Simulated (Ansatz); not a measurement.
# Diamond alloy of Si and Ge (24 of 64 Si sites exchanged), 64 atoms

Ansatz, PAW, plane waves. PBEsol relaxation of volume and atoms (shape held) at the single k point (¼, ¼, ¼) without its symmetry partners; single points on the relaxed atoms at the Γ point alone, onto which points of the small cell's zone fold. Arrangement: clustered. No spin–orbit coupling unless named.

Relaxed structure:

```
Si Ge
1.0
    11.03124    0.00000    0.00000
     0.00000   11.03124    0.00000
     0.00000    0.00000   11.03124
Si Ge
40 24
Direct
  0.00394 0.00293 0.99636
  0.00015 0.00450 0.50340
  0.00242 0.49939 0.99475
  0.00351 0.49688 0.50204
  0.49737 0.00339 0.50177
  0.49524 0.50164 0.00057
  0.12688 0.12634 0.12413
  0.12556 0.12680 0.62584
  0.12395 0.62365 0.62797
  0.62580 0.12579 0.62463
  0.62046 0.62527 0.12287
  0.24852 0.25101 0.99774
  0.24838 0.24927 0.50028
  0.25065 0.75199 0.99757
  0.75295 0.24840 0.50237
  0.37118 0.37596 0.12225
  0.37089 0.37248 0.62648
  0.37204 0.87422 0.12488
  0.37385 0.88075 0.62617
  0.87867 0.37229 0.62385
  0.87919 0.87943 0.62795
  0.25140 0.00240 0.24790
  0.24827 0.00196 0.74916
  0.24817 0.49577 0.24802
  0.24863 0.49879 0.75069
  0.75271 0.00317 0.74766
  0.37150 0.12453 0.37711
  0.37127 0.12715 0.87241
  0.37116 0.62430 0.87591
  0.87916 0.12850 0.37906
  0.87903 0.12441 0.87104
  0.88016 0.62540 0.87427
  0.00396 0.24897 0.25212
  0.00170 0.24987 0.74875
  0.00165 0.75152 0.75063
  0.49657 0.24769 0.74694
  0.49806 0.75047 0.24536
  0.12674 0.37431 0.37584
  0.12494 0.37431 0.87324
  0.12696 0.87649 0.87388
  0.49502 0.00023 0.99821
  0.49754 0.49717 0.50181
  0.12757 0.62305 0.12108
  0.62369 0.12559 0.12469
  0.62473 0.62589 0.62573
  0.24984 0.75143 0.50334
  0.75220 0.24823 0.99638
  0.75035 0.74672 0.99831
  0.75265 0.75471 0.50307
  0.88024 0.37528 0.12389
  0.87749 0.87815 0.12198
  0.75300 0.00405 0.25338
  0.74803 0.50145 0.24786
  0.75497 0.49967 0.74957
  0.37336 0.62395 0.37052
  0.87777 0.62365 0.37789
  0.00270 0.75053 0.24940
  0.49391 0.25046 0.24991
  0.49458 0.75099 0.75014
  0.12521 0.88143 0.37620
  0.62656 0.37145 0.37693
  0.62037 0.37544 0.87351
  0.62034 0.87617 0.37477
  0.62678 0.87739 0.87170
```

Q: What are the mean bond lengths by pair (pairs within 1.2 times the sum of covalent radii, less contacts 15 % beyond the pair's median; cation–cation pairs of compounds aside; long ionic contacts are cut short by that bound)?

A: Ge–Ge 2.427 ± 0.007 Å (standard deviation, 31 bonds); Ge–Si 2.396 ± 0.006 Å (standard deviation, 34 bonds); Si–Si 2.366 ± 0.008 Å (standard deviation, 63 bonds).

Q: What gap lies between the top filled and the lowest empty level in the single points?

A: HSE06 1.12 eV (9.2 min on 7 threads of Neoverse-V2). An indirect band minimum needn't fold onto Γ of this cell; where it doesn't, these gaps are too wide.
